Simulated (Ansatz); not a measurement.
Ni₅Ge₃:
Space group C2/c (No. 15); a = 10.724 Å, b = 6.675 Å, c = 6.310 Å, α = γ = 90.00°, β = 120.95°

```json
[
 {"atom": "Ni", "site": "8f", "symmetry": "1", "x": "0.0730", "y": "0.7434", "z": "0.1457"},
 {"atom": "Ni", "site": "4d", "symmetry": "-1", "x": "0.2500", "y": "0.2500", "z": "0.5000"},
 {"atom": "Ni", "site": "8f", "symmetry": "1", "x": "0.1737", "y": "0.0863", "z": "0.0858"},
 {"atom": "Ge", "site": "4e", "symmetry": "2", "x": "0.0000", "y": "0.1036", "z": "0.2500"},
 {"atom": "Ge", "site": "8f", "symmetry": "1", "x": "0.1511", "y": "0.4336", "z": "0.0488"}
]
```
(The calculation used a cell of 16 atoms; values per cell refer to that cell.)

Relaxed at zero pressure with r²SCAN (plane waves, PAW; program Ansatz).

**Question.** The volume is lowered by 9 % and shape and atoms relax at that volume. What pressure results, and how do the axes share the change?

**Answer.** 20.9 GPa; a -3.2 %, b -2.9 %, c -3.5 %; the energy rises by 65 meV/atom.

**Question.** Give the new structure.

**Answer.** 
Space group C2/c (No. 15); a = 10.3774 Å, b = 6.4840 Å, c = 6.0876 Å, α = γ = 90.00°, β = 120.62°

```csv
atom,site,symmetry,x,y,z
Ni,8f,1,0.0758,0.7483,0.1516
Ni,4d,-1,0.2500,0.2500,0.5000
Ni,8f,1,0.1737,0.0865,0.0851
Ge,4e,2,0.0000,0.1078,0.2500
Ge,8f,1,0.1466,0.4354,0.0479
```

The phase is kept; no other phase was compared at this pressure.

The workflow started from a Materials Project entry (that database holds measured and hypothetical structures alike); the Crystallography Open Database copy checked does not list it. Its standing as an ambient phase is unchecked. The cell was relaxed with r²SCAN under the symmetry of its start; whether a distortion lowers the energy is not shown. No spin polarisation was allowed.

Potentials: the later of the program's two PAW sets.
